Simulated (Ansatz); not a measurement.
This cell of NaCl (rock salt) is off equilibrium:

```
CELL_PARAMETERS angstrom
      0.00000     2.71512     2.71512
      2.71512     0.00000     2.71512
      2.71512     2.71512     0.00000
ATOMIC_POSITIONS crystal
  Cl 0.00000 0.00000 0.00000
  Na 0.50000 0.50000 0.50000
```

Calculation: PBE (plane waves to 420 eV, PAW, scalar-relativistic; Ansatz, a first-principles code). k mesh 10×10×10 (Γ-centred), Fermi-Dirac smearing 0.05 eV. E stands for the smeared free energy. Compression counts positive. NaCl was relaxed with its symmetry unable to fall.

### Question
What is the stress tensor (GPa)?

### Answer
```
   4.72     0.00     0.00
   0.00     4.72     0.00
   0.00     0.00     4.72
```
The pressure, a third of the trace, is 4.72 GPa.

### Question
It is the relaxed cell scaled evenly to V/V₀ = 0.867, atoms relaxed where free. What is its energy relative to the relaxed cell?

### Answer
39.7 meV/atom.

(Under strain, the slope of the energy per volume gives the stress and its curvature an elastic modulus.)
